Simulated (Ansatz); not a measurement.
**NbTe (rocksalt structure)**

Level of theory: DFT, PBE, scalar-relativistic, collinear spin; plane waves to 420 eV with PAW datasets (Ansatz 0.2.0), Γ-centred 10×10×10 mesh, 0.05 eV Gaussian smearing. The datasets are Ansatz's generated set soft_2.

```cif
data_structure
_symmetry_space_group_name_H-M 'P 1'
_symmetry_Int_Tables_number 1
_cell_length_a 4.0389
_cell_length_b 4.0389
_cell_length_c 4.0389
_cell_angle_alpha 60.000
_cell_angle_beta 60.000
_cell_angle_gamma 60.000
_cell_volume 46.59
loop_
_atom_site_label
_atom_site_type_symbol
_atom_site_fract_x
_atom_site_fract_y
_atom_site_fract_z
_atom_site_occupancy
Nb1 Nb 0.50000 0.50000 0.50000 1
Te1 Te 0.00000 0.00000 0.00000 1
```

The structure was built from a prototype; whether the compound forms in it isn't claimed.

The geometry is fixed. Moments are started on Nb in several ways. q is the propagation vector of an order in a doubled cell, in units of this cell's reciprocal vectors; doubled cells take an equivalent mesh or are counted from a ferromagnetic run in the same cell, unless said otherwise. Energies count from the first row, the state in which the cell was relaxed.

The starts:
- ferromagnetic
- no spin polarisation
- antiparallel, q = (0, 0, 1/2)
- antiparallel, q = (0, 1/2, 1/2)
- small parallel moments

(1) Which start ends lowest, and how far above it lies the solution without spin polarisation?

Answer:

(1) Lowest: antiparallel, q = (0, 1/2, 1/2). Without spin polarisation the energy is 29 meV/atom higher.

```json
{"start": "ferromagnetic", "largest typed moment (μB)": "0.83", "ΔE (meV/atom)": "0.0", "gap on the mesh (eV)": "metal", "P (GPa)": "0.0", "final spin moments (μB)": "Nb 0.74"}
{"start": "no spin polarisation", "largest typed moment (μB)": "0.00", "ΔE (meV/atom)": "5.4", "gap on the mesh (eV)": "metal", "P (GPa)": "-0.7", "final spin moments (μB)": "none"}
{"start": "antiparallel, q = (0, 0, 1/2)", "largest typed moment (μB)": "2.00", "ΔE (meV/atom)": "0.0", "gap on the mesh (eV)": "metal", "P (GPa)": "0.0", "final spin moments (μB)": "Nb 0.74"}
{"start": "antiparallel, q = (0, 1/2, 1/2)", "largest typed moment (μB)": "2.00", "ΔE (meV/atom)": "-23.9", "gap on the mesh (eV)": "metal", "P (GPa)": "1.8", "final spin moments (μB)": "Nb 1.10, -1.10"}
{"start": "small parallel moments", "largest typed moment (μB)": "0.50", "ΔE (meV/atom)": "0.0", "gap on the mesh (eV)": "metal", "P (GPa)": "0.0", "final spin moments (μB)": "Nb 0.74"}
```

These starts lost their opposed signs and ended with parallel moments: antiparallel, q = (0, 0, 1/2).

One antiparallel order alone stands against the parallel one, so the ranking is far from complete.

Without spin polarisation the pressure is 2.5 GPa lower than in the lowest state, so the magnetic solution wants the larger cell.

Relaxed again in its lowest state, the crystal takes 23.82 Å³/atom against the 23.29 of these rows, with moments up to 1.20 μB, and lies 27 meV/atom under the first row.

Only orders that fit these small cells were tried, so the real crystal's order may be another.

These numbers lack spin–orbit coupling. Site moments are of spin, integrated over atomic spheres.
